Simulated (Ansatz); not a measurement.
Here is the system:

TlBr:
```
CELL_PARAMETERS angstrom
      2.39576     1.38319     3.91409
     -2.39576     1.38319     3.91409
      0.00000    -2.76639     3.91409
ATOMIC_POSITIONS crystal
  Tl 0.00000 0.00000 0.00000
  Br 0.50000 0.50000 0.50000
```

This is the PBE+D3(BJ)-relaxed structure.

Task: All from the program Ansatz at the PBE+D3(BJ) level (PAW), unless another level is named. Predict the band gap.

Result: 2.31 eV (smallest direct gap 2.31 eV).

Task: Next, the formation energy from the elements (no fitted shifts)?

Result: -0.86 eV/atom.

Task: Predict the electron effective mass.

Result: 0.33 mₑ (isotropic).

Task: And the HSE06 gap on the PBE+D3(BJ) cell?

Result: 3.02 eV.

Task: What about the valence-band maximum?

Result: at T.

Task: Next, the conduction-band minimum?

Result: at L (3 equivalent valleys).

Space group Fm-3m (rock salt). A made-up cell: these elements were put on the sites of a structure type; the Crystallography Open Database copy checked does not list it. COD files the formula under space group No. 221, so this cell is another polymorph or a model. Whether it is the stable phase at ambient conditions was not checked. The PBE+D3(BJ) relaxation kept the symmetry of its start; phonons on a q-mesh show no instability. Point labels and valley counts follow the cell and symmetry of the run, lower than the named group. The references are the lowest solids computed at this level, not always the standard phases. Spin–orbit coupling is left out wherever it is not named.

Potentials: the later of the program's two PAW sets.
